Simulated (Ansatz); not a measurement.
Data:

Ag$_{2}$S:
```yaml
crystal:
  lattice:
    - [4.17426, 0.00000, 0.00000]
    - [0.00000, 7.21144, 0.00000]
    - [-1.58084, 0.00000, 3.86371]
  atoms:
    - { symbol: Ag, position: [0.89299, 0.75000, 0.10659] }
    - { symbol: Ag, position: [0.10701, 0.25000, 0.89341] }
    - { symbol: Ag, position: [0.50000, 0.50000, 0.50000] }
    - { symbol: Ag, position: [0.50000, 0.00000, 0.50000] }
    - { symbol: S, position: [0.27294, 0.75000, 0.72662] }
    - { symbol: S, position: [0.72706, 0.25000, 0.27338] }
```

This is the PBEsol-relaxed structure.

**Question.** All from the program Ansatz at the PBEsol level (PAW), unless another level is named. Estimate the band gap.

**Answer.** 0.95 eV (direct).

**Question.** What about the electron effective mass?

**Answer.** 0.11, 0.44, 1.1 mₑ (principal values).

**Question.** What about the HSE06 gap on the PBEsol cell?

**Answer.** 2.14 eV.

**Question.** Give the weight of the valence-edge state by species (Voronoi cells).

**Answer.** Ag 54 %, S 46 %.

**Question.** Give the valence-band maximum.

**Answer.** at Γ.

**Question.** Give the weight of the conduction-edge state by species (Voronoi cells).

**Answer.** Ag 76 %, S 24 %.

Space group Cmcm. The first step of the workflow began from a Materials Project structure, measured or hypothetical; the Crystallography Open Database copy checked does not list it. COD files the formula under space group No. 4, 14, so this cell is another polymorph or a model. Whether it is the stable phase at ambient conditions was not checked. The cell was relaxed with PBEsol under the symmetry of its start; its stability against distortions is not shown here. No spin polarisation was allowed. Point labels and valley counts follow the cell and symmetry of the run, lower than the named group. Scalar-relativistic: spin–orbit coupling is off unless named, which matters more the heavier the elements.

Potentials: the later of the program's two PAW sets.
